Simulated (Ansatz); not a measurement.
Polymorphs of Te2Pd, each relaxed with LDA (plane waves, PAW; program Ansatz):

A: R-3m
a = b = 3.889 Å, c = 16.902 Å, α = β = 90.00°, γ = 120.00°

```json
[
 {"atom": "Pd", "site": "3a", "symmetry": "-3m", "x": "0.0000", "y": "0.0000", "z": "0.0000"},
 {"atom": "Te", "site": "6c", "symmetry": "3m", "x": "0.0000", "y": "0.0000", "z": "0.2492"}
]
```

B: P-3m1
a = 4.0106 Å, b = 4.0106 Å, c = 5.0330 Å, α = 90.00°, β = 90.00°, γ = 120.00°

```
atom  site  symmetry       x       y       z
----  ----  --------  ------  ------  ------
Pd      1a      -3m.  0.0000  0.0000  0.0000
Te      2d       3m.  0.3333  0.6667  0.2673
```

Put the candidates in order of energy per atom at 0 K, lowest first, for LDA.

B (+0 meV/atom), A (+83 meV/atom)

Constructed cells (a structure type filled with these elements, in neither database checked): A. Standing as an ambient phase not checked: B. Weakly bound layers, chains or molecules computed without a dispersion correction, so cells and soft constants are ill determined: A; B. All cells were relaxed under the symmetry of their starts (and spin orders); stability against distortions was not tested throughout. Rows with no word on spin ran without spin polarisation. Spin–orbit coupling is left out wherever it is not named.

Energies hold the estimated change up to a 700 eV cutoff; steps of a few meV lie near the error of the meshes.

Potentials: the later of the program's two PAW sets.
